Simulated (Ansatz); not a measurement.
**Bi₂RhO₄: input and output**

Input file of Ansatz 0.2.0:

```yaml
crystal:
  lattice:
    - [0.0, 0.0, 5.814705]
    - [4.242698, -4.242698, 2.907353]
    - [4.242698, 4.242698, -2.907353]
  atoms:
    - { symbol: Bi, position: [0.3222, 0.8556, 0.5] }
    - { symbol: Bi, position: [0.1778, 0.5, 0.8556] }
    - { symbol: Bi, position: [0.6778, 0.1444, 0.5] }
    - { symbol: Bi, position: [0.8222, 0.5, 0.1444] }
    - { symbol: Rh, position: [0.1699, 0.0, 0.0] }
    - { symbol: Rh, position: [0.6699, 0.0, 0.0] }
    - { symbol: O, position: [0.248, 0.112, 0.308] }
    - { symbol: O, position: [0.36, 0.692, 0.112] }
    - { symbol: O, position: [0.052, 0.888, 0.692] }
    - { symbol: O, position: [0.94, 0.308, 0.888] }
    - { symbol: O, position: [0.748, 0.692, 0.888] }
    - { symbol: O, position: [0.86, 0.888, 0.308] }
    - { symbol: O, position: [0.552, 0.308, 0.112] }
    - { symbol: O, position: [0.44, 0.112, 0.692] }
  symmetry: { tolerance: 0.0003 }
kpoints:
  mp_grid: { grid: [6, 6, 6], shift: [0, 0, 0] }
  band_path:
    path:
      - [0.0, 0.0, 0.0]
      - [0.0, 0.0, 0.5]
      - [0.0, 0.5, 0.5]
      - [0.0, 0.0, 0.0]
      - [0.73479084, 0.36739542, -0.36739542]
      - [0.26520916, 0.63260458, 0.36739542]
      - [0.0, 0.5, 0.5]
      - [0.0, 0.0, 0.5]
      - [0.5, 0.25, 0.25]
      - [0.5, 0.5, 0.0]
      - [0.0, 0.0, 0.0]
    npoints: 6
magnetization:
  spin_polarized: false
scf:
  occupations: { method: gaussian, width: 0.0159 }
  lower_state_search: "off"
  max_iter: 200
hamiltonian:
  pseudopotentials: { kind: paw }
  xc: r2scan
  hubbard:
    projectors: all-electron-ortho-atomic
    sites: [{ species: Rh, l: d, u_eff: 1.94 }]
basis:
  ecutwfc: 500
  fft_grid_basis: typed
output:
  forces: true
  stress: true
  eigenvalues: true
  bader: true
  populations: true
  elf: true
  write_potential: true
  volumetric_format: npy
  dos:
    e_range: [-12, 8]
    de: 0.05
    projected: { site_lists: { Bi: [Bi], O: [O], Rh: [Rh] } }
checkpoint:
  read: saved_state
```

The saved state is an earlier solution for the same cell, perhaps on another mesh. 

Output (shortened):

```
Bi: projections on atomic orbitals take those of the free atom [Xe 4f14] 5d10 6s2 6p3, of charge +0.00 (hamiltonian.pseudopotentials.projection_atoms); the dataset's partial waves leave at most 4.7e-5 of an orbital's norm unspanned inside its sphere
Rh: projections on atomic orbitals take those of the free atom [Ar 3d10] 4s2 4p6 4d8 5s1, of charge +0.00 (hamiltonian.pseudopotentials.projection_atoms); the dataset's partial waves leave at most 8.9e-6 of an orbital's norm unspanned inside its sphere
O: projections on atomic orbitals take those of the free atom [He] 2s2 2p4, of charge +0.00 (hamiltonian.pseudopotentials.projection_atoms); the dataset's partial waves leave at most 1.9e-8 of an orbital's norm unspanned inside its sphere
Pseudopotentials: kind: paw
Pseudopotential: Bi, paw, valence charge 15, recommended cutoff 500 eV (meta_gga), Bi.paw.azcp
Pseudopotential: Rh, paw, valence charge 17, recommended cutoff 500 eV (meta_gga), Rh.paw.azcp
Pseudopotential: O, paw, valence charge 6, recommended cutoff 500 eV (meta_gga), O.paw.azcp
Functional definition: r2SCAN
  exchange = r2scan_x(k0 = k0, k1 = k1, a1 = a1)
  correlation = r2scan_c
Crystal: 14 atoms, lattice volume = 209.335 Å³
Basis set: ecut = 500 eV, 5311 PW (Γ), exchange–correlation on 180×200×200 points (64 copies of the dense FFT grid, shifted against one another)
Bands: 86, of which v1, the nominal top of the filled ones, is band 71 counted from 1 (70 counted from 0)
Symmetry: 8 space group operations
Space group: I4cm (ITA 108), of the structure as read, at distance tolerance 1.8e-3 Å
k-points: 30 of 216 (time reversal used)
Initial density: read from a saved state, or passed on in memory by an earlier SCF of this step, an earlier step, the calling program or the single point that the run made first
Functional: x = r2scan, c = r2scan; τ floored in thin density (d = 2e-4 eV/Å³)
SCF iter   1: F=-67012.4503 eV  Δρ=2.70e-2  dr2=9.84e-2  dr2_τ=4.21e-2
SCF iter   2: F=-67012.4999 eV  Δρ=1.96e-3  dr2=3.02e-3  dr2_τ=1.95e-3
SCF iter   3: F=-67012.5014 eV  Δρ=6.22e-4  dr2=3.25e-4  dr2_τ=1.59e-4
SCF iter   4: F=-67012.5015 eV  Δρ=3.05e-4  dr2=6.32e-5  dr2_τ=1.91e-5
SCF iter   5: F=-67012.5015 eV  Δρ=1.75e-4  dr2=3.10e-5  dr2_τ=5.74e-6
SCF iter   6: F=-67012.5015 eV  Δρ=9.37e-5  dr2=1.48e-5  dr2_τ=9.96e-7
SCF iter   7: F=-67012.5015 eV  Δρ=4.77e-5  dr2=3.28e-6  dr2_τ=2.01e-7
SCF iter   8: F=-67012.5015 eV  Δρ=2.18e-5  dr2=3.26e-7  dr2_τ=8.86e-8
SCF iter   9: F=-67012.5015 eV  Δρ=1.04e-5  dr2=5.30e-8  dr2_τ=2.11e-8
Free energy (F): -67012.5015 eV
Harris-Foulkes:  -67012.5015 eV  (|F-HF|=2.74e-8)
Internal energy: -67012.5006 eV  (E = F + TS)
E sigma→0 (E₀):  -67012.5011 eV
Entropy (-TS):   -0.0009 eV (-0.062 meV/atom)
Fermi energy:    11.5119 eV
--- Forces (eV/Å), atoms counted from 1 ---
  atom   1  Bi    -1.2647     1.2647    -1.1251
  atom   2  Bi    -1.2647    -1.2647    -1.1251
  atom   3  Bi     1.2647    -1.2647    -1.1251
  atom   4  Bi     1.2647     1.2647    -1.1251
  atom   5  Rh     0.0000     0.0000    -0.7422
  atom   6  Rh     0.0000     0.0000    -0.7422
  atom   7  O     -0.2325    -0.9052     0.7481
  atom   8  O      0.9052    -0.2325     0.7481
  atom   9  O      0.2325     0.9052     0.7481
  atom  10  O     -0.9052     0.2325     0.7481
  atom  11  O      0.2325    -0.9052     0.7481
  atom  12  O     -0.9052    -0.2325     0.7481
  atom  13  O     -0.2325     0.9052     0.7481
  atom  14  O      0.9052     0.2325     0.7481
--- Stress (GPa, compression-positive) ---
       19.6935       0.0000       0.0000
        0.0000      19.6935       0.0000
        0.0000       0.0000      -5.2839
  P = ⅓ Tr σ = 11.3677 GPa (113.677 kbar)
--- Löwdin populations: 14 sites ---
  site symbol       q [e]
     0     Bi     13.5938
     1     Bi     13.5938
     2     Bi     13.5938
     3     Bi     13.5938
     4     Rh     16.3108
     5     Rh     16.3108
     6      O      6.7953
     7      O      6.7953
     8      O      6.7953
     9      O      6.7953
    10      O      6.7953
    11      O      6.7953
    12      O      6.7953
    13      O      6.7953
  spilling = 0.0045 (of n_electrons = 142.0000)
--- Bader charges: 14 sites ---
  site symbol  charge [e]  shift [e]
     0     Bi      1.8452     0.0011
     1     Bi      1.8452     0.0011
     2     Bi      1.8452     0.0011
     3     Bi      1.8452     0.0011
     4     Rh      0.8937     0.0017
     5     Rh      0.8938     0.0017
     6      O     -1.1460     0.0009
     7      O     -1.1460     0.0009
     8      O     -1.1460     0.0009
     9      O     -1.1460     0.0009
    10      O     -1.1460     0.0009
    11      O     -1.1461     0.0009
    12      O     -1.1461     0.0009
    13      O     -1.1460     0.0009
```

Total energies depend on the potentials used, so only differences within one code and one set of settings carry meaning.

Origin: a known structure type with other elements, at an estimated volume, so it need not be a known compound. Caveats: many states at the Fermi level without spin polarisation, so a magnetic state may lie lower; a Hubbard term without moments, so a magnetic state may lie lower; atoms or cell far from equilibrium.
